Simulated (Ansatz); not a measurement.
Cu:
```
CELL_PARAMETERS angstrom
      2.53103     0.00000     0.00000
     -1.26552     2.19194     0.00000
      0.00000     0.00000     8.25305
ATOMIC_POSITIONS crystal
  Cu 0.00000 0.00000 0.00000
  Cu 0.00000 0.00000 0.50000
  Cu 0.33333 0.66667 0.25000
  Cu 0.66667 0.33333 0.75000
```

Relaxed with r²SCAN.

Problem. Map the valence electron density (e/Å³), cut off at 9 on the plane through (0.000, 0.000, 0.000) spanned by u = [1, 1, 0] and v = [1, -1, 0] in lattice vectors, from r²SCAN in the plane-wave PAW code Ansatz.

Solution. x is the fraction of u, y of v (the angle between them is 90°; rows are the nearest grid lines); atoms in the plane: Cu at (0.00, 0.00), Cu at (0.50, 0.50).
```
y \ x   0.000  0.0625  0.188  0.250  0.375  0.438  0.562  0.625  0.750  0.812  0.938   1.00
------  -----  ------  -----  -----  -----  -----  -----  -----  -----  -----  -----  -----
1.00     9.00    9.00   9.00   3.18  0.464  0.315  0.315  0.464   3.18   9.00   9.00   9.00
0.909    9.00    9.00   3.49   1.45  0.354  0.271  0.271  0.354   1.45   3.49   9.00   9.00
0.864    4.08    3.52   1.31  0.672  0.293  0.243  0.243  0.293  0.672   1.31   3.52   4.08
0.773   0.386   0.374  0.316  0.287  0.262  0.260  0.260  0.262  0.287  0.316  0.374  0.386
0.682   0.230   0.235  0.299  0.371  0.727  0.952  0.952  0.727  0.371  0.299  0.235  0.230
0.636   0.233   0.243  0.393  0.672   2.35   3.52   3.52   2.35  0.672  0.393  0.243  0.233
0.545   0.267   0.302  0.935   2.57   9.00   9.00   9.00   9.00   2.57  0.935  0.302  0.267
0.455   0.267   0.302  0.935   2.57   9.00   9.00   9.00   9.00   2.57  0.935  0.302  0.267
0.364   0.233   0.243  0.393  0.672   2.35   3.52   3.52   2.35  0.672  0.393  0.243  0.233
0.318   0.230   0.235  0.299  0.371  0.727  0.952  0.952  0.727  0.371  0.299  0.235  0.230
0.227   0.386   0.374  0.316  0.287  0.262  0.260  0.260  0.262  0.287  0.316  0.374  0.386
0.136    4.08    3.52   1.31  0.672  0.293  0.243  0.243  0.293  0.672   1.31   3.52   4.08
0.0909   9.00    9.00   3.49   1.45  0.354  0.271  0.271  0.354   1.45   3.49   9.00   9.00
0.000    9.00    9.00   9.00   3.18  0.464  0.315  0.315  0.464   3.18   9.00   9.00   9.00
```

The density is the valence pseudo-density with augmentation charge, so density and ELF within about 1 Å of a nucleus are not all-electron values.

Space group P6_3/mmc (dhcp (α-La type)). The first step of the workflow began from a Materials Project structure, measured or hypothetical; the Crystallography Open Database copy checked does not list it. It is not the phase usual at ambient conditions (space group No. 225). The r²SCAN relaxation kept the symmetry of its start; of distortions, only those at the zone centre were tested. No spin polarisation was allowed.

Potentials: the later of the program's two PAW sets.
